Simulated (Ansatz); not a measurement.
Space group P6_3/mmc (No. 194). a = 2.847 Å, b = 2.847 Å, c = 9.842 Å, α = 90.00°, β = 90.00°, γ = 120.00°
| atom | site | symmetry | x | y | z |
| --- | --- | --- | --- | --- | --- |
| Re | 4f | 3m. | 0.3333 | 0.6667 | 0.6083 |
| C | 2c | -6m2 | 0.3333 | 0.6667 | 0.2500 |

Equation of state of this Re₂C structure (not necessarily the ground state), with shape and atoms relaxed at each volume where symmetry leaves them free. It has no gap at any of these volumes. Theory: DFT r2SCAN, scalar-relativistic, plane waves, PAW (Ansatz).

Cutoff 500 eV; k points 12×12×4 on the computed 6-atom cell (Γ-centred); Gaussian smearing, width 0.10 eV; no spin polarisation.

```tsv
V (Å³/atom)	E − E(largest V) (meV/atom)	P (GPa)
10.131	147.46	71.47
10.476	18.31	48.99
10.821	-66.17	29.92
11.167	-112.73	13.74
11.512	-127.11	0.00
11.858	-114.18	-11.66
12.203	-78.09	-21.54
12.663	0.00	-32.39
```

Q: Fit a third-order Birch–Murnaghan equation to E(V).

A: V0 = 11.51 Å³/atom, B0 = 421 GPa, B0' = 4.4.

Spin-orbit coupling is left out, which matters for the bands of heavy elements.

Cost: 8 runs of about 20 core-minutes in all, on Intel Xeon Processor @ 2.50GHz (Skylake/Cascade Lake) (shared hosts).